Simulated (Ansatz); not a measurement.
The following input was run with Ansatz 0.2.0.

```yaml
crystal:
  lattice:
    - [11.42, 0.0, 0.0]
    - [0.0, 4.19, 0.0]
    - [0.0, 0.0, 4.46]
  atoms:
    - { symbol: Sn, position: [0.123, 0.25, 0.091] }
    - { symbol: Sn, position: [0.377, 0.75, 0.591] }
    - { symbol: Sn, position: [0.623, 0.25, 0.409] }
    - { symbol: Sn, position: [0.877, 0.75, 0.909] }
    - { symbol: Se, position: [0.357, 0.25, 0.016] }
    - { symbol: Se, position: [0.143, 0.75, 0.516] }
    - { symbol: Se, position: [0.857, 0.25, 0.484] }
    - { symbol: Se, position: [0.643, 0.75, 0.984] }
basis:
  ecutwfc: 420
kpoints:
  mp_grid: { grid: [2, 4, 4] }
hamiltonian:
  xc: pbe
scf:
  occupations: { method: gaussian, width: 0.1 }
output:
  forces: true
  stress: true
  eigenvalues: true
```

Run as
```bash
ansatz run input.yaml --threads 2 --pin off --max-ram 5120MiB --backend cpu --events-out ev --progress --plain --runs-dir out
```

Theory: DFT PBE, scalar-relativistic, plane waves, PAW in Ansatz.

Part of what the program printed, abridged (iterations and final results):

```
SCF iter   1: F=—  HF=-45976.594064 eV  |F-HF|=—  |Δ(HF+E_count)|=         —  Δρ=1.31e-3  dr2=4.36e-3  ethr=1.77e-3  ⟨swp⟩=7.3  Hψ=5010  notcnv=0  defer=1
SCF iter   2: F=—  HF=-45976.591646 eV  |F-HF|=—  |Δ(HF+E_count)|=   2.42e-3  Δρ=6.59e-4  dr2=8.66e-4  ethr=3.63e-6  ⟨swp⟩=2.0  Hψ=2580  notcnv=0  defer=2
SCF iter   3: F=—  HF=-45976.591938 eV  |F-HF|=—  |Δ(HF+E_count)|=   2.92e-4  Δρ=2.68e-4  dr2=1.21e-4  ethr=7.21e-7  ⟨swp⟩=2.0  Hψ=1910  notcnv=0
automatic band count: iteration 3 solves 69 bands in place of 72: the levels show a gap, and the empty bands left out lie too high to hold charge; the band table lists the bands solved (type scf.n_extra_bands for more)
SCF iter   4: F=—  HF=-45976.592014 eV  |F-HF|=—  |Δ(HF+E_count)|=   7.57e-5  Δρ=9.29e-5  dr2=1.73e-5  ethr=1.01e-7  ⟨swp⟩=2.0  Hψ=2270  notcnv=0
SCF iter   5: F=—  HF=-45976.592102 eV  |F-HF|=—  |Δ(HF+E_count)|=   8.79e-5  Δρ=2.22e-5  dr2=1.07e-6  ethr=1.44e-8  ⟨swp⟩=2.0  Hψ=1910  notcnv=0
SCF iter   6: F=—  HF=-45976.592102 eV  |F-HF|=—  |Δ(HF+E_count)|=   2.85e-7  Δρ=7.83e-6  dr2=1.34e-7  ethr=8.88e-10  ⟨swp⟩=2.0  Hψ=2270  notcnv=0
SCF iter   7: F=-45976.592102 eV  HF=-45976.592102 eV  |F-HF|=1.89e-10  |Δ(HF+E_count)|=   9.07e-8  Δρ=1.48e-6  dr2=3.46e-9  ethr=8.33e-11  ⟨swp⟩=8.8  Hψ=4640  notcnv=0
SCF 1 converged in 7 iterations: F = -45976.592102 eV  dr2 = 3.46e-9
SCF converged after 7 iterations
Free energy (F): -45976.592102 eV
Harris-Foulkes:  -45976.592102 eV  (|F-HF|=1.89e-10)
Internal energy: -45976.592102 eV  (E = F + TS)
E sigma→0 (E₀):  -45976.592102 eV
Fermi energy:    9.296476 eV
--- Per-component energies (eV) ---
  E_band       = -1878.687348
  E_kinetic    = 1217.109452
  E_local      = -13278.734785  (includes V_loc(G=0)·N_el)
  E_nonlocal   = -2513.849302
  E_hartree    = 7002.289622
  E_xc         = -1950.478787
  E_vxc        = -779.990291  (∫ρ·V_xc dr)
  E_paw        = -24179.765155  (= ΣΔE_a)
  E_vpaw       = -527.801823  (= ΣTr[D̂ρ^β])
  E_aug_tail   = -0.002337  (compensation charges beyond the density's cutoff)
  E_ewald      = -12273.160808
  E_smearing   =  0.000000  (= −TS)
--- Forces (eV/Å), atoms counted from 1 ---
  atom   1  Sn    -0.27269108     0.00000000     0.02318231
  atom   2  Sn     0.27269108     0.00000000     0.02318231
  atom   3  Sn    -0.27269108     0.00000000    -0.02318231
  atom   4  Sn     0.27269108     0.00000000    -0.02318231
  atom   5  Se     0.25528396     0.00000000    -0.03800985
  atom   6  Se    -0.25528396     0.00000000    -0.03800985
  atom   7  Se     0.25528396     0.00000000     0.03800985
  atom   8  Se    -0.25528396     0.00000000     0.03800985
--- Stress (GPa, compression-positive) ---
        4.478702       0.000000       0.000000
        0.000000       1.573233       0.000000
        0.000000       0.000000       1.021438
  P = ⅓ Tr σ = 2.3578 GPa (23.578 kbar)
--- Band table (eV; the first three rows and the last of 18) ---
  k-point 0: bands = ["-38.3697", "-38.3697", "-38.3697", "-38.3696", "-38.3686", "-38.3685", "-38.3684", "-38.3684", "-38.3521", "-38.3520", "-38.3519", "-38.3518", "-38.3460", "-38.3459", "-38.3458", "-38.3457", "-38.3414", "-38.3413", "-38.3412", "-38.3411", "-12.3215", "-12.3091", "-12.3066", "-12.3046", "-12.3026", "-12.2995", "-12.2990", "-12.2941", "-12.2921", "-12.2877", "-12.2844", "-12.2747", "-12.2700", "-12.2682", "-12.2526", "-12.2485", "-12.2412", "-12.2380", "-12.2376", "-12.2272", "-4.7876", "-4.4583", "-3.7023", "-3.2331", "1.8136", "2.8816", "3.6332", "3.9242", "4.0499", "5.5612", "5.6434", "5.6886", "6.1310", "6.1915", "6.8053", "7.2071", "7.4891", "7.8400", "8.2589", "8.4 ...
  k-point 1: bands = ["-38.3697", "-38.3697", "-38.3697", "-38.3696", "-38.3685", "-38.3685", "-38.3684", "-38.3684", "-38.3520", "-38.3519", "-38.3519", "-38.3518", "-38.3460", "-38.3459", "-38.3458", "-38.3457", "-38.3414", "-38.3413", "-38.3412", "-38.3412", "-12.3182", "-12.3072", "-12.3069", "-12.3066", "-12.3035", "-12.3014", "-12.3002", "-12.2966", "-12.2863", "-12.2826", "-12.2811", "-12.2757", "-12.2703", "-12.2686", "-12.2523", "-12.2469", "-12.2437", "-12.2399", "-12.2358", "-12.2286", "-4.5352", "-4.2249", "-3.7003", "-3.3162", "1.1715", "2.3288", "2.4068", "3.2139", "4.3512", "5.9491", "6.0373", "6.4920", "6.6475", "7.0275", "7.0521", "7.5894", "7.8043", "7.9522", "8.4005", "8.7 ...
  k-point 2: bands = ["-38.3697", "-38.3697", "-38.3696", "-38.3696", "-38.3685", "-38.3685", "-38.3684", "-38.3684", "-38.3520", "-38.3520", "-38.3518", "-38.3518", "-38.3459", "-38.3459", "-38.3458", "-38.3458", "-38.3413", "-38.3413", "-38.3412", "-38.3412", "-12.3114", "-12.3114", "-12.3081", "-12.3081", "-12.3024", "-12.3024", "-12.3003", "-12.3003", "-12.2788", "-12.2788", "-12.2758", "-12.2758", "-12.2716", "-12.2716", "-12.2488", "-12.2488", "-12.2435", "-12.2435", "-12.2321", "-12.2321", "-3.9871", "-3.9871", "-3.6973", "-3.6973", "1.0621", "1.0621", "2.3076", "2.3076", "5.3770", "5.3770", "6.9026", "6.9026", "7.2779", "7.2779", "7.5489", "7.5489", "8.2598", "8.2598", "8.7245", "8.7 ...
  k-point 17: bands = ["-38.3697", "-38.3697", "-38.3697", "-38.3697", "-38.3683", "-38.3683", "-38.3683", "-38.3683", "-38.3519", "-38.3519", "-38.3519", "-38.3519", "-38.3459", "-38.3459", "-38.3459", "-38.3459", "-38.3412", "-38.3412", "-38.3412", "-38.3412", "-12.3236", "-12.3236", "-12.3236", "-12.3236", "-12.2905", "-12.2905", "-12.2905", "-12.2905", "-12.2798", "-12.2798", "-12.2798", "-12.2798", "-12.2579", "-12.2579", "-12.2579", "-12.2579", "-12.2352", "-12.2352", "-12.2352", "-12.2352", "-3.4893", "-3.4893", "-3.4893", "-3.4893", "2.3502", "2.3502", "2.3502", "2.3502", "4.3757", "4.3757", "4.3757", "4.3757", "5.2688", "5.2688", "5.2688", "5.2688", "7.5020", "7.5020", "7.5020", "7. ...
```

The calculation finished and met its thresholds.

The run took 5 s on 2 threads of Intel(R) Xeon(R) Platinum 8488C (Sapphire Rapids), with other jobs on the host, peak memory 0.69 GiB.

The k mesh is coarse.